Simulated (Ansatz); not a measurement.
## Pd: from a starting cell to a relaxed one

The start is a relaxed Pd cell, doubled along one cell vector, shaken by Gaussian noise of σ = 0.08 Å a coordinate. A full variable-cell relaxation at zero pressure is run with PBEsol (plane waves to 420 eV, PAW, scalar-relativistic; Ansatz, a program for electronic structure). The first steps use a coarse 10×10×5 k-mesh.

Initial structure:
```
Pd
1.0
    0.00000     2.84263     2.84263
    2.84263     0.00000     2.84263
    5.68525     5.68525     0.00000
Pd
4
Direct
  0.75736   0.74088   0.38475
  0.74821   0.74430   0.87626
  0.52143   0.50136   0.25594
  0.48054   0.51526   0.76123
```

Problem. Which atoms feel the largest initial force, and how large is it?

Solution. 0.86 eV/Å, on Pd2 (atoms numbered as listed).

Problem. By how much does the energy per atom fall from start to end?

Solution. 1.37 eV/atom.

Problem. How does the volume per atom move from start to end?

Solution. -36.6 %, from 22.97 to 14.56 Å³/atom.

Problem. Does it find its way back to the structure it was made from?

Solution. It does not go back: it reaches Fm-3m (No. 225), fcc (Cu type), 1.36 eV/atom below the parent.

Problem. What band gap does the relaxed structure have at this level?

Solution. No gap (metallic).

Problem. Write out the relaxed structure.

Solution. 
Space group Fm-3m (No. 225); a = b = c = 3.876 Å, α = β = γ = 90.00°

```tsv
atom	site	symmetry	x	y	z
Pd	4a	m-3m	0.0000	0.0000	0.0000
```
(The calculation used a cell of 1 atom; values per cell refer to that cell.)

Final values are on a 21×21×21 k-mesh of the relaxed cell. No spin polarisation in the result.

Of the parent cell (Fd-3m (No. 227)): it is a generated cell of Pd: the first start was made by placing the elements on the sites of a structure type, and the end was not matched to a known phase here, so it may be hypothetical. Known forms of Pd include space group No. 225.
